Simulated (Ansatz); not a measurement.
The start is a generated cell, FeSi built in the WC structure type. The structure is fully relaxed (lattice and positions, P = 0) with r2SCAN (plane waves to 500 eV, PAW, scalar-relativistic; Ansatz, an electronic-structure program). The first steps use a coarse 8×8×8 k-mesh.

Starting cell:
```
FeSi
1.0
    3.16702     0.00000     0.00000
   -1.58351     2.74272     0.00000
    0.00000     0.00000     3.09086
Fe Si
1 1
Cartesian
  0.00000   0.00000   0.00000
  1.58351   0.91424   1.54543
```
Spin-polarised start, with parallel moments on Fe.

Problem. How large is the pressure on the unrelaxed cell, and of which sign?

Solution. -13 GPa (negative: the cell is under tension).

Problem. How much energy is released per atom?

Solution. 0.12 eV/atom.

Problem. How do the shortest distances between atoms change?

Solution. The closest pairs of elements (up to four, under 3.6 Å), start → end: Fe–Si 2.39 → 2.36 Å; Si–Si 3.09 → 2.82 Å; Fe–Fe 3.09 → 2.82 Å.

Problem. What band gap does the relaxed structure have at this level?

Solution. Zero (metallic).

Problem. What magnetic moments remain?

Solution. Net 0.86 μB/atom, ferromagnetic.

The space group stays P-6m2 (No. 187) (the run could not lower it), with 2 atoms in the primitive magnetic cell. Final values are on a 19×19×14 k-mesh of the relaxed cell. Spin state reached: ferromagnetic (net 0.86 μB/atom), from parallel starting moments; other spin orders were not run from this start. r2SCAN tends to overstate moments in metals.

The run could not lose the symmetry of its start; a randomly shaken copy of 4 atoms returns to this structure.

All atoms sit on sites fixed by symmetry, so only the cell could relax.

The relaxed structure here is a generated cell of FeSi: the first start was made by placing the elements on the sites of a structure type, and the end was not matched to a known phase here, so it may be hypothetical.
